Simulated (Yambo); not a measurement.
Here is the system:

```
Ca2Si
1.0
    7.60545     0.00000     0.00000
    0.00000     4.83215     0.00000
    0.00000     0.00000     9.02186
Si Ca
4 8
Cartesian
  5.72728   1.20804   5.44929
  1.87817   3.62411   3.57257
  5.68089   3.62411   0.93836
  1.92456   1.20804   8.08350
  2.62890   3.62411   0.67727
  4.97655   1.20804   8.34459
  1.17383   1.20804   5.18820
  6.43162   3.62411   3.83366
  0.14519   1.20804   1.61121
  7.46026   3.62411   7.41065
  3.65754   3.62411   6.12214
  3.94791   1.20804   2.89972
```

Workflow: PBEsol (Quantum ESPRESSO, PseudoDojo norm-conserving, 68 Ry, scalar-relativistic), then G0W0 in Yambo (2×2×1 Γ-centred k mesh, bands 9 to 349 and a 6 Ry block in the screening, 349 bands in G with the Bruneval-Gonze terminator, plasmon pole fitted at 27.2 eV).

Problem. Give the PBEsol and G0W0 gaps between the band edges found on this mesh, and say where the edges lie.

Solution. Edges: Γ → Γ. PBEsol: 0.23 eV; G0W0: 0.67 eV. Nearest settings tried, and what they do to the gap: 228 bands in W, 228 bands in G: -9 meV; 5 Ry block (425 vectors against 565): -14 meV; 1×2×1 mesh: -44 meV. So the settings aren't converged at that level. The k mesh is coarse. 

Geometry of the Materials Project entry, not relaxed at this level.

The structure is a Materials Project entry; no match was found in the copy of COD used, and its stability was not checked.
